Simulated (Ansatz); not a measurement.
BP:
```xyz
8
Lattice="5.5514 0.0000 0.0000 0.0000 5.5514 0.0000 0.0000 0.0000 3.1966" Properties=species:S:1:pos:R:3 pbc="T T T"
B      0.9901     0.9901     0.0000
B      4.5612     4.5612     0.0000
P      4.5480     1.0033     0.0000
P      1.0033     4.5480     0.0000
P      3.7790     3.7790     1.5983
P      1.7723     1.7723     1.5983
B      1.7856     3.7658     1.5983
B      3.7658     1.7856     1.5983
```

Relaxed with r²SCAN. Independent-particle spectrum: no excitons, no local fields, no scissors shift; 0.1 eV broadening; ε₁ of the summed bands alone.

Tabulate the dielectric function from r²SCAN (plane waves, PAW; program Ansatz).



```csv
E (eV),ε₁ xx,ε₂ xx,ε₁ zz,ε₂ zz
0.0,8.88,0.00,7.98,0.00
0.4,8.91,0.00,8.01,0.00
0.8,9.03,0.00,8.09,0.00
1.2,9.23,0.00,8.23,0.00
1.6,9.54,0.01,8.43,0.00
2.0,9.94,0.03,8.71,0.00
2.4,10.55,0.04,9.10,0.01
2.8,11.40,0.10,9.62,0.06
3.2,12.67,0.17,10.28,0.10
3.6,15.34,0.54,11.23,0.14
4.0,17.11,3.26,12.73,0.21
4.4,20.77,5.32,16.26,0.99
4.8,22.47,23.07,16.13,5.56
5.2,9.85,17.09,18.72,5.75
5.6,7.97,20.40,20.15,8.80
6.0,2.51,18.22,32.45,28.69
6.4,-0.93,17.02,3.37,31.88
6.8,-3.22,13.90,-7.89,23.72
7.2,-3.30,11.95,-7.97,16.01
7.6,-4.01,10.38,-8.37,11.64
8.0,-4.27,9.57,-7.11,8.74
8.4,-5.15,7.14,-6.13,6.97
8.8,-4.17,6.17,-5.32,5.99
9.2,-4.45,5.87,-4.93,5.28
9.6,-4.45,4.51,-4.65,4.41
10.0,-4.05,3.76,-4.26,3.78
10.4,-3.56,3.21,-3.86,3.29
10.8,-3.20,2.78,-3.63,2.69
11.2,-3.09,2.59,-3.21,2.38
11.6,-2.85,2.10,-2.86,2.13
12.0,-2.52,1.88,-2.65,1.87
```

With all bands, ε∞ without local fields is 8.91 (xx = yy), 8.02 (zz).

Space group P4_2/mnm. The start of the workflow was typed in or built on a structure type; neither database checked (COD, Materials Project) lists it. It is not the phase usual at ambient conditions (space group No. 216). Symmetry was held in the r²SCAN relaxation; whether a distortion lowers the energy is not shown.

Potentials: the earlier of the program's two PAW sets.
